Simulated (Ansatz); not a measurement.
**Property card for Al2O3**

Al2O3:
```
Al2O3
1.0
    2.40093     1.38618     4.46845
   -2.40093     1.38618     4.46845
    0.00000    -2.77236     4.46845
Al O
4 6
Direct
  0.00000   0.00000   0.00000
  0.50000   0.50000   0.50000
  0.30674   0.30674   0.30674
  0.69326   0.69326   0.69326
  0.27941   0.89232   0.60373
  0.72059   0.10768   0.39627
  0.89232   0.60373   0.27941
  0.10768   0.39627   0.72059
  0.60373   0.27941   0.89232
  0.39627   0.72059   0.10768
```

Space group R-3 (No. 148); conventional cell a = 4.8019 Å, b = 4.8019 Å, c = 13.4053 Å, α = 90.00°, β = 90.00°, γ = 120.00°.

Method: r²SCAN (plane waves, PAW; program Ansatz). Structure relaxed to zero pressure with the same functional. Other levels are named where they apply.

**Cell and energy**

```yaml
volume_per_atom: 8.92 Å³
density: 3.79 g/cm³
Formation energy from the elements (no fitted shifts): -3.21 eV/atom
```

**Electronic structure**

```yaml
band_gap: 6.88 eV (indirect)
valence_band_maximum: off the standard path, at k = (-0.115, 0.047, 0.068) in fractions of the reciprocal vectors
conduction_band_minimum: at Γ
smallest_direct_gap_on_the_standard_path: 6.92 eV
electron_effective_mass: 0.39, 0.39, 0.42 mₑ (principal values)
hole_effective_mass: 0.72, 2.5, 9.0 mₑ (principal values)
HSE06 gap on the r²SCAN cell: 7.88 eV
```

**Mechanics**

```yaml
Bulk modulus (Birch–Murnaghan fit): 206 GPa
Pressure derivative B′: 4.1
Elastic constants (relaxed ions, GPa): C11 = 491, C12 = 135, C13 = 76.5, C14 = 7.7, C33 = 367, C44 = 101, C15 = -7.7
mechanical_stability: stable (all eigenvalues of C positive)
hill_bulk_and_shear_moduli: 210 and 141 GPa
Young's modulus: 345 GPa
Poisson's ratio: 0.23
debye_temperature_from_the_elastic_constants: 968 K
```

**Dielectric response**

```yaml
Electronic dielectric constant ε∞ (DFPT): 3.01 (xx = yy), 2.88 (zz)
Static dielectric constant ε0 (ions relaxed, cell fixed): 9.27 (xx = yy), 8.80 (zz)
Born charges (a third of the trace): Al +2.78 to +3.08, O -1.92 e
```

**Phonons**

```yaml
Highest zone-centre frequency (without LO–TO term): 751 cm^-1
zone_centre_stability: no imaginary mode at Γ
```

**Charges**

```yaml
bader_charges: Al +2.58 to +2.60, O -1.72 e
```

The workflow started from a Materials Project entry (that database holds measured and hypothetical structures alike); the Crystallography Open Database copy checked does not list it. It is not the phase usual at ambient conditions (space group No. 167). Symmetry was held in the r²SCAN relaxation. The references are the lowest solids computed at this level, not always the standard phases (solids in place of the gases).

Potentials: the later of the program's two PAW sets.
